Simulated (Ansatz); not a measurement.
Here is the system:

AlIr:
```
CELL_PARAMETERS angstrom
      0.00000     2.52510     2.52510
      2.52510     0.00000     2.52510
      2.52510     2.52510     0.00000
ATOMIC_POSITIONS crystal
  Ir 0.00000 0.00000 0.00000
  Al 0.50000 0.50000 0.50000
```

This is the PBE-relaxed structure.

**Question.** All from the program Ansatz at the PBE level (PAW), unless another level is named. Give the density of states at the Fermi level.

**Answer.** 0.05 states/eV per atom (mean over ±0.08 eV).

**Question.** What about the formation energy from the elements (no fitted shifts)?

**Answer.** -0.033 eV/atom.

Space group Fm-3m (rock salt). The start of the workflow was typed in or built on a structure type; neither database checked (COD, Materials Project) lists it. Whether it is the stable phase at ambient conditions was not checked. Symmetry was held in the PBE relaxation; whether a distortion lowers the energy is not shown. The run is not spin-polarised. The references are the lowest solids computed at this level, not always the standard phases. Spin–orbit coupling is left out wherever it is not named.

Potentials: the later of the program's two PAW sets.
